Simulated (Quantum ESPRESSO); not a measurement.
# Planted mistakes on one cell of Si2PCN3

These are calculations, not measurements. They come from pw.x of Quantum ESPRESSO 7.5, a plane-wave density functional program, with PseudoDojo standard norm-conserving files (v0.5 for PBE, v0.4.1 for LDA and PBEsol). The cells are made up: elements, strain and atom displacements were drawn at random, and nothing was relaxed. There is no spin polarisation, spin-orbit coupling or dispersion term.

The cell has 8 sites of a zincblende or diamond lattice. Sites 1 to 4 hold Si Si empty P; sites 5 to 8 hold C N N N. Cell vectors in Å: (4.078, 0.030, 0.019); (0.030, 4.070, -0.040); (0.019, -0.040, 4.213). Settings: PBE, cutoff 1143 eV, 4 x 4 x 4 k mesh shifted by half a step, Fermi-Dirac smearing of 0.025 eV.

The intended run has a self-consistency threshold of 1e-07 eV, a smearing term of 0.000 eV, a pressure of 5.43 GPa and 12 iterations. Each further run changes one thing: all lengths scaled by 1.0194; atoms of sites 5 and 6 exchanged; cutoff 682 eV; files of LDA; k mesh 2 x 2 x 2; one electron removed; smearing 0.47 eV; threshold 0.1 eV. A coarse mesh keeps the shift, and a charged cell sits in a uniform background.

```
run  change of free energy (eV)  smearing term -TS (eV)  change of P (GPa)  largest change of a force component (eV/Å)  iterations
  A                       0.260                   0.000              -0.30                                       1.910          11
  B                      -0.112                  -0.386               0.54                                       0.151          10
  C                       0.044                   0.000               2.66                                       0.209           4
  D                       0.030                   0.000             -12.58                                       0.739          12
  E                       1.161                   0.000             -12.68                                       0.040          12
  F                      -9.291                  -0.005             -29.48                                       1.796          13
  G                       0.234                   0.000               0.33                                       0.228          12
  H                      -3.232                   0.000             -10.05                                       0.313          12
```

A rerun of the intended cell at 1437 eV and k mesh 6 x 6 x 6 moved values by no more than 0.002 eV in the cell's energy, 0.02 GPa in stress and 0.005 eV/Å in force.

Question: which change belongs to which run?

## Worked reading

Run C has the fewest iterations, as a run stopped early does. Run B has the largest smearing term, as wide smearing gives. Run D changes the volume by a factor of 1.0593; minus its pressure change over the logarithm of that factor, 218 GPa, is a rough bulk modulus with clamped atoms. Energies from files of another functional, or of a charged cell, have another zero and say nothing on stability; the pressure of a charged cell rests on the program's zero of potential too.

## Key

```
run,change
A,atoms of sites 5 and 6 exchanged
B,smearing 0.47 eV
C,threshold 0.1 eV
D,all lengths scaled by 1.0194
E,cutoff 682 eV
F,one electron removed
G,k mesh 2 x 2 x 2
H,files of LDA
```